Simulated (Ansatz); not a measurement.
Sn:
```
CELL_PARAMETERS angstrom
     -1.86665     1.86665     1.86665
      1.86665    -1.86665     1.86665
      1.86665     1.86665    -1.86665
ATOMIC_POSITIONS crystal
  Sn 0.00000 0.00000 0.00000
```

Relaxed with PBEsol. Special points in fractions of this cell's reciprocal vectors: Γ (0.000, 0.000, 0.000); H (0.500, -0.500, 0.500); N (0.000, 0.000, 0.500); P (0.250, 0.250, 0.250).

Q: List the band energies nearest the Fermi level at these points for DFT-PBEsol with spin–orbit coupling in the program Ansatz with PAW potentials.

A: In eV from the Fermi level; about four levels below and three above (degenerate sets whole), none deeper than 8.9 eV; … stands for higher levels left out; points with the same levels are listed once.

```tsv
k	below	above
Γ	–	7.52 7.52 8.73 8.73 8.73 8.73
H	-0.36 -0.36 -0.36 -0.36	…
N	-6.49 -6.49 -4.69 -4.69	3.68 3.68 5.58 5.58
P	-1.46 -1.46 -1.46 -1.46	17.86 17.86 …
```

Space group Im-3m (bcc (W type)). The workflow started from a Materials Project entry (that database holds measured and hypothetical structures alike); the Crystallography Open Database copy checked does not list it. It is not the phase usual at ambient conditions (space group No. 141). The cell was relaxed with PBEsol under the symmetry of its start. At this level the phase is mechanically unstable.

Potentials: the later of the program's two PAW sets.
